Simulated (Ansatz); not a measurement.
This run works on a generated trial structure, not on a known crystal.

Input and command of a plane-wave DFT calculation in Ansatz:

```yaml
crystal:
  lattice:
    - [7.23942286, 0.0, 0.0]
    - [-3.61971143, 6.26952411, 0.0]
    - [0.0, 0.0, 7.11879946]
  atoms:
    - { symbol: Sn, position: [0.84702137, 0.15297863, 0.5] }
    - { symbol: Sn, position: [0.84702137, 0.69404274, 0.5] }
    - { symbol: Sn, position: [0.30595726, 0.15297863, 0.5] }
    - { symbol: Sn, position: [0.15297863, 0.84702137, 0.5] }
    - { symbol: Sn, position: [0.15297863, 0.30595726, 0.5] }
    - { symbol: Sn, position: [0.69404274, 0.84702137, 0.5] }
    - { symbol: Te, position: [0.33333333, 0.66666667, 0.5] }
    - { symbol: Te, position: [0.66666667, 0.33333333, 0.5] }
    - { symbol: Te, position: [0.0, 0.0, 0.16469109] }
    - { symbol: Te, position: [0.0, 0.0, 0.83530891] }
basis:
  ecutwfc: 420
kpoints:
  mp_grid: { grid: [3, 3, 3] }
hamiltonian:
  xc: pbe
scf:
  occupations: { method: gaussian, width: 0.2 }
  lower_state_search: "off"
output:
  forces: true
  stress: true
  eigenvalues: true
relax:
  adjacent_minimum: "off"
  f_tol: 0.08
  max_steps: 16
  cell: { stress_tol: 0.8 }
```

```bash
ansatz run input.yaml --threads 1 --pin off --max-ram 2560MiB --backend cpu --events-out ev --progress --plain --runs-dir out
```

Processor: AMD EPYC 9R45 96-Core Processor (Zen 5), 1 thread, on a host shared with other jobs.

**Question.** How long does it run, and how much memory does it take?

**Answer.** About 100 s, peak memory 0.94 GiB. It solves 89 bands at 6 k points (after reduction by symmetry) with about 12239 plane waves (on the last cell), in 115 SCF iterations over 17 ionic steps, the closing evaluation included.
